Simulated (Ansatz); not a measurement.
Space group P6_3/mmc (No. 194). a = 3.149 Å, b = 3.149 Å, c = 12.090 Å, α = 90.00°, β = 90.00°, γ = 120.00°
```
atom site symmetry x y z
  Mo    2c      -6m2  0.3333  0.6667  0.2500
   S    4f       3m.  0.3333  0.6667  0.6205
```

Equation of state of this MoS$_{2}$ structure (not necessarily the ground state), with shape and atoms relaxed at each volume where symmetry leaves them free. Method: DFT PBE+D3(BJ), scalar-relativistic, plane waves, PAW (Ansatz).

Settings: cutoff 420 eV, Γ-centred mesh 12×12×4 on the computed 6-atom cell, Gaussian smearing of 0.02 eV; no spin polarisation.

```json
{"V (Å³/atom)": "15.229", "E − E(largest V) (meV/atom)": "42.95", "P (GPa)": "11.14", "gap on mesh (eV)": "0.25"}
{"V (Å³/atom)": "15.748", "E − E(largest V) (meV/atom)": "13.53", "P (GPa)": "7.20", "gap on mesh (eV)": "0.39"}
{"V (Å³/atom)": "16.267", "E − E(largest V) (meV/atom)": "-4.53", "P (GPa)": "4.09", "gap on mesh (eV)": "0.53"}
{"V (Å³/atom)": "16.787", "E − E(largest V) (meV/atom)": "-13.77", "P (GPa)": "1.73", "gap on mesh (eV)": "0.66"}
{"V (Å³/atom)": "17.306", "E − E(largest V) (meV/atom)": "-16.41", "P (GPa)": "0.02", "gap on mesh (eV)": "0.78"}
{"V (Å³/atom)": "17.825", "E − E(largest V) (meV/atom)": "-14.38", "P (GPa)": "-1.18", "gap on mesh (eV)": "0.91"}
{"V (Å³/atom)": "18.344", "E − E(largest V) (meV/atom)": "-9.29", "P (GPa)": "-1.93", "gap on mesh (eV)": "1.02"}
{"V (Å³/atom)": "19.036", "E − E(largest V) (meV/atom)": "0.00", "P (GPa)": "-2.37", "gap on mesh (eV)": "1.18"}
```

Q: Fit a third-order Birch–Murnaghan equation to E(V).

A: V0 = 17.32 Å³/atom, B0 = 46 GPa, B0' = 11.1. B0' is unusual or poorly fixed by this range.